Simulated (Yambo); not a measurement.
Yambo run on Zn3PBr3 (space group Pm, No. 6). The wavefunctions are norm-conserving PBEsol (Quantum ESPRESSO, 84 Ry, without SOC) ones on a 2×4×2 mesh (43 occupied bands); a = 6.597 Å, b = 4.007 Å, c = 6.933 Å, α = 90.00°, β = 90.63°, γ = 90.00°.

Yambo input:

```
rim_cut
gw0
dyson
el_el_corr
HF_and_locXC
ppa
em1d
RandQpts= 1000000
RandGvec= 1 Ry
EXXRLvcs= 84 Ry
VXCRLvcs= 336 Ry
Chimod= "HARTREE"
% BndsRnXp
 13 | 92 |
%
NGsBlkXp= 6 Ry
% LongDrXp
 1.0 | 1.0 | 1.0 |
%
PPAPntXp= 27.2114 eV
% GbndRnge
 1 | 92 |
%
GTermKind= "BG"
DysSolver= "n"
ExtendOut
% QPkrange
 1 | 1 | 43 | 44 |
%
```

k points by index: 1 = Γ.

Resulting energies as the program prints them:

```
#    K-point    Band    Eo [eV]    E [eV]    E-Eo [eV]    Vxc [eV]    Vnlxc [eV]    Sc|Eo [eV]    Sc|E [eV]    dSc/dw|Eo [eV]    Re(Z)    Im(Z)
#
    1    43    0.000000    -0.506151    -0.506151    -14.45485    -17.12050    2.025803    2.159501    -7.186048    0.791084    -0.001620
    1    44    1.628039    2.546068    0.918029    -10.91132    -6.863349    -2.929518    -3.129942    -5.939939    0.820821    -0.001450
```
(The two width columns are left out.) Convergence of these settings isn't established.

Geometry of the Materials Project entry, not relaxed at this level.

The structure is a Materials Project entry; no match was found in the copy of COD used, and its stability was not checked.
